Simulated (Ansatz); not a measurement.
Data:

TaSi2:
```cif
data_Si6Ta3
_chemical_formula_sum 'Ta3 Si6'
_space_group_name_H-M_alt 'P 1'
_space_group_IT_number 1
_cell_length_a 4.73153
_cell_length_b 4.73153
_cell_length_c 6.51827
_cell_angle_alpha 90.000
_cell_angle_beta 90.000
_cell_angle_gamma 120.000
loop_
_space_group_symop_operation_xyz
  'x, y, z'
loop_
_atom_site_label
_atom_site_type_symbol
_atom_site_fract_x
_atom_site_fract_y
_atom_site_fract_z
_atom_site_occupancy
Ta1 Ta 0.50000 0.00000 0.00000 1
Ta2 Ta 0.50000 0.50000 0.66667 1
Ta3 Ta 0.00000 0.50000 0.33333 1
Si1 Si 0.15940 0.31880 0.00000 1
Si2 Si 0.84060 0.15940 0.66667 1
Si3 Si 0.68120 0.84060 0.33333 1
Si4 Si 0.84060 0.68120 0.00000 1
Si5 Si 0.15940 0.84060 0.66667 1
Si6 Si 0.31880 0.15940 0.33333 1
```

This is the LDA-relaxed structure.

### Question
All from DFT-LDA in the program Ansatz with PAW potentials, unless another level is named. Predict the electronic character.

### Answer
metallic (no gap).

### Question
Give the formation energy from the elements (no fitted shifts).

### Answer
-0.57 eV/atom.

### Question
Predict the density of states at the Fermi level.

### Answer
0.36 states/eV per atom (mean over ±0.08 eV).

Space group P6_422. The workflow started from an entry of the Crystallography Open Database (COD), which files this formula under 2 space groups. Whether it is the stable phase at ambient conditions was not checked. The LDA relaxation kept the symmetry of its start; whether a distortion lowers the energy is not shown. The run is not spin-polarised. The references are the lowest solids computed at this level, not always the standard phases. Scalar-relativistic: spin–orbit coupling is off unless named, which matters more the heavier the elements.

Potentials: the later of the program's two PAW sets.
